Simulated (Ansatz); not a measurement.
## Two Ansatz runs on Al2Au

The cell is COD entry 9008999, as deposited and not checked against the literature; nothing was relaxed.

First run: DFT, PBE, PAW with Ansatz's default frozen-core files, scalar-relativistic (Ansatz 0.2.0).

Command: `ansatz run input.yaml --threads 1 --pin off --max-ram 3072MiB --backend cpu --events-out ev --progress --plain --runs-dir out` The run took 31 s on 1 thread of Arm Neoverse V1, on a shared host.

```yaml
crystal:
  lattice:
    - [0.0, 3.0, 3.0]
    - [3.0, 0.0, 3.0]
    - [3.0, 3.0, 0.0]
  atoms:
    - { symbol: Al, position: [0.25, 0.25, 0.25] }
    - { symbol: Al, position: [0.75, 0.75, 0.75] }
    - { symbol: Au, position: [0.0, 0.0, 0.0] }
kpoints:
  mp_grid: { grid: [11, 11, 11] }
  band_path:
    path:
      - [0.0, 0.0, 0.0]
      - [0.5, 0.0, 0.5]
      - [0.625, 0.25, 0.625]
      - [0.375, 0.375, 0.75]
      - [0.0, 0.0, 0.0]
      - [0.5, 0.5, 0.5]
      - [0.5, 0.25, 0.75]
      - [0.5, 0.0, 0.5]
    npoints: 14
scf:
  occupations: { method: fermi_dirac, width: 0.05 }
hamiltonian:
  xc: pbe
  pseudopotentials: { kind: paw }
output:
  forces: true
  stress: true
  eigenvalues: true
  efg: { contact_densities: true }
  populations: true
  bader: true
  dos: { projected: true, de: 0.2, e_range: [-14, 8] }
  write_density: true
  write_potential: true
  elf: true
  volumetric_format: npy
```

Result: converged; pressure 3.42 GPa; 6 SCF iterations.

Spin–orbit coupling is left out, though it moves levels of the heavy atoms by tenths of an eV or more.

The input is then changed:

```diff
@@ -22,8 +22,8 @@
     npoints: 14
 scf:
-  occupations: { method: fermi_dirac, width: 0.05 }
+  occupations: { method: methfessel_paxton, width: 0.025 }
 hamiltonian:
   xc: pbe
-  pseudopotentials: { kind: paw }
+  pseudopotentials: { kind: nc }
 output:
   forces: true
@@ -32,9 +32,3 @@
   efg: { contact_densities: true }
   populations: true
-  bader: true
-  dos: { projected: true, de: 0.2, e_range: [-14, 8] }
-  write_density: true
-  write_potential: true
-  elf: true
-  volumetric_format: npy
```

Q: Predict the outcome of the changed run.

A: It was refused before any iteration. The program says:
```
Error: output.efg without hamiltonian.pseudopotentials.kind: paw|paw_fr|all_electron or hamiltonian.pseudopotentials.kind: all_electron — the all-electron EFG reconstruction needs the PAW one-centre densities; drop the efg request, or set kind: paw (paw_fr under spin-orbit coupling) (under a functional that reads the kinetic-energy density, kind: paw is refused in some combinations and carries risks of its own in the rest: see hamiltonian.xc for the refusals and hamiltonian.pseudopotentials.kind for the risks, both in the input reference; kind: paw is refused beside gw.static_remainder)
```
